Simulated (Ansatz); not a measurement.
**Cost of a DFT run on VSi11O24**

```yaml
crystal:
  lattice:
    - [-7.3737, 4.2572076799, 5.4091]
    - [7.3737, -4.2572076799, 5.4091]
    - [2.4579, 4.2572076799, -5.4091]
  atoms:
    - { symbol: V, position: [0.1666666666, 0.4318166666, 0.26515] }
    - { symbol: Si, position: [0.6666666666, 0.9318166666, 0.26515] }
    - { symbol: Si, position: [0.6666666666, 0.4318166666, 0.76515] }
    - { symbol: Si, position: [0.1666666666, 0.9318166666, 0.76515] }
    - { symbol: Si, position: [0.5984833334, 0.3333333334, 0.26515] }
    - { symbol: Si, position: [0.0984833333, 0.8333333334, 0.26515] }
    - { symbol: Si, position: [0.0984833333, 0.3333333334, 0.76515] }
    - { symbol: Si, position: [0.5984833334, 0.8333333334, 0.76515] }
    - { symbol: Si, position: [0.23485, 0.23485, 0.4697] }
    - { symbol: Si, position: [0.73485, 0.73485, 0.4697] }
    - { symbol: Si, position: [0.73485, 0.23485, 0.9697] }
    - { symbol: Si, position: [0.23485, 0.73485, 0.9697] }
    - { symbol: O, position: [0.6476, 0.5136, 0.2802] }
    - { symbol: O, position: [0.1476, 0.0136, 0.2802] }
    - { symbol: O, position: [0.1476, 0.5136, 0.7802] }
    - { symbol: O, position: [0.6476, 0.0136, 0.7802] }
    - { symbol: O, position: [0.4731666666, 0.4000666666, 0.6589] }
    - { symbol: O, position: [0.9731666666, 0.9000666666, 0.6589] }
    - { symbol: O, position: [0.9731666666, 0.4000666666, 0.1589] }
    - { symbol: O, position: [0.4731666666, 0.9000666666, 0.1589] }
    - { symbol: O, position: [0.7007333334, 0.4078333334, 0.5609] }
    - { symbol: O, position: [0.2007333333, 0.9078333334, 0.5609] }
    - { symbol: O, position: [0.2007333333, 0.4078333334, 0.0609] }
    - { symbol: O, position: [0.7007333334, 0.9078333334, 0.0609] }
    - { symbol: O, position: [0.1326, 0.2666, 0.2802] }
    - { symbol: O, position: [0.6326, 0.7666, 0.2802] }
    - { symbol: O, position: [0.6326, 0.2666, 0.7802] }
    - { symbol: O, position: [0.1326, 0.7666, 0.7802] }
    - { symbol: O, position: [0.6857333334, 0.7588333334, 0.6589] }
    - { symbol: O, position: [0.1857333334, 0.2588333334, 0.6589] }
    - { symbol: O, position: [0.1857333334, 0.7588333334, 0.1589] }
    - { symbol: O, position: [0.6857333334, 0.2588333334, 0.1589] }
    - { symbol: O, position: [0.3601666666, 0.6530666666, 0.5609] }
    - { symbol: O, position: [0.8601666666, 0.1530666666, 0.5609] }
    - { symbol: O, position: [0.8601666666, 0.6530666666, 0.0609] }
    - { symbol: O, position: [0.3601666666, 0.1530666666, 0.0609] }
total_charge: 1
kpoints:
  mp_grid: { grid: [3, 3, 4] }
scf:
  occupations: { method: fermi_dirac, width: 0.01 }
hamiltonian:
  xc: pbe
  pseudopotentials: { kind: paw }
output:
  forces: true
  stress: true
  populations: true
  efg:
    quadrupole_moments_barn: { V: -0.052, O: -0.02558 }
    contact_densities: true
  write_density: true
  write_potential: true
  elf: true
  volumetric_format: npy
```

```sh
ansatz run input.yaml --threads 1 --pin off --max-ram 3072MiB --backend cpu --events-out ev --progress --plain --runs-dir out
```

It runs on 1 thread of Arm Neoverse V1 (aarch64; 8 cores open to the job, memory cap 3.0 GiB, no GPU), a shared host with a load of 0.9 a core.

Question: Estimate the wall time and the peak memory.

Answer: About 4.7 min of wall time (4.7 min of CPU time) and 1.3 GiB. The run holds 200 valence electrons in 136 bands, about 8907 plane waves a k-point and 19 irreducible k-points, and took 10 SCF iterations. Times on a shared host vary by tens of per cent.
